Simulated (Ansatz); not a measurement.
Space group Pm-3n (No. 223). a = 5.032 Å, b = 5.032 Å, c = 5.032 Å, α = 90.00°, β = 90.00°, γ = 90.00°
```csv
atom,site,symmetry,x,y,z
W,2a,m-3.,0.0000,0.0000,0.0000
W,6c,-4m.2,0.0000,0.5000,0.2500
```

Equation of state of this W structure (not necessarily the ground state), with shape and atoms relaxed at each volume where symmetry leaves them free. It has no gap at any of these volumes. All numbers below come from DFT PBEsol, scalar-relativistic, plane waves, PAW (Ansatz 0.2.0).

Settings: cutoff 420 eV, Γ-centred mesh 8×8×8 on the computed 8-atom cell, Gaussian smearing of 0.10 eV; no spin polarisation.

```
V (Å³/atom) E − E(largest V) (meV/atom) P (GPa)
     14.016                       149.86    52.93
     14.494                        17.05    36.49
     14.972                       -70.29    22.40
     15.450                      -118.69    10.33
     15.927                      -133.74     0.00
     16.405                      -120.21    -8.83
     16.883                       -82.30   -16.37
     17.520                         0.00   -24.71
```

**Question.** Fit a third-order Birch–Murnaghan equation to E(V).

**Answer.** V0 = 15.93 Å³/atom, B0 = 318 GPa, B0' = 4.2.

Spin-orbit coupling is left out, which matters for the bands of heavy elements.

This form isn't the element's structure at ambient conditions.